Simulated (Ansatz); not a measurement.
MnO2:
```xyz
12
Lattice="6.7300 1.4155 0.0000 -6.7300 1.4155 0.0000 -6.3167 0.0000 6.9157" Properties=species:S:1:pos:R:3 pbc="T T T"
Mn    -9.7120     1.4155     5.6679
Mn    -1.0275     1.4155     3.2898
Mn     3.3953     1.4155     1.2478
Mn    -5.2891     1.4155     3.6259
O     -2.0387     1.4155     6.4840
O     -6.8088     1.4155     2.4901
O     -4.2780     1.4155     0.4317
O      0.4921     1.4155     4.4256
O     -4.0367     1.4155     5.0231
O     -8.6049     1.4155     4.1834
O     -2.2800     1.4155     1.8925
O      2.2882     1.4155     2.7323
```
Starting moments (μB, in the order of the atoms Mn Mn Mn Mn O O O O O O O O): 2.6 -2.6 -2.6 2.6 0.0 0.0 0.0 0.0 0.1 -0.1 -0.1 0.1.

Relaxed with PBEsol. Special points in fractions of this cell's reciprocal vectors: Γ (0.000, 0.000, 0.000); C (0.270, 0.270, 0.000); C2 (-0.270, 0.730, 0.000); Y2 (-0.500, 0.500, 0.000); M2 (-0.500, 0.500, 0.500); D (-0.251, 0.749, 0.500); D2 (0.251, 0.251, 0.500); A (0.000, 0.000, 0.500); L2 (0.000, 0.500, 0.500); V2 (0.000, 0.500, 0.000).

List the band energies nearest the valence-band maximum at these points for the program Ansatz at the PBEsol level (PAW).

In eV from the valence-band maximum; about four levels below and three above (degenerate sets whole), none deeper than 8.9 eV; points with the same levels are listed once.

```tsv
k	below	above
Γ ↑	-1.14 -1.01 -0.35 -0.13	0.90 1.04 1.14
C ↑	-1.25 -0.87 -0.60 -0.16	0.99 1.27 1.53
Y2 ↑	-0.97 -0.87 -0.62 0.00	0.94 0.97 1.15
M2 ↑	-0.95 -0.91 -0.58 -0.06	0.95 0.98 1.18
D ↑	-1.32 -0.90 -0.58 -0.15	0.98 1.36 1.54
A ↑	-1.05 -0.97 -0.50 -0.02	0.97 1.05 1.16
L2 ↑	-1.34 -0.90 -0.59 -0.14	0.98 1.32 1.54
V2 ↑	-1.36 -0.90 -0.59 -0.16	0.99 1.39 1.53
```

Space group C2/m. The workflow started from an entry of the Crystallography Open Database (COD), which files this formula under 4 space groups. It is not the phase usual at ambient conditions (space group No. 136). The cell was relaxed with PBEsol under the symmetry of its start, as lowered by the spin order; its stability against distortions is not shown here. Magnetic state: antiferromagnetic, chosen from 2 collinear starts compared on coarse meshes (ties went to the first, and starts can fall back to one state), not a proven ground state. The program gave a warning on the electronic state, which may not be the lowest. No Hubbard U is applied. Point labels and valley counts follow the cell and symmetry of the run, lower than the named group.

Potentials: the later of the program's two PAW sets.
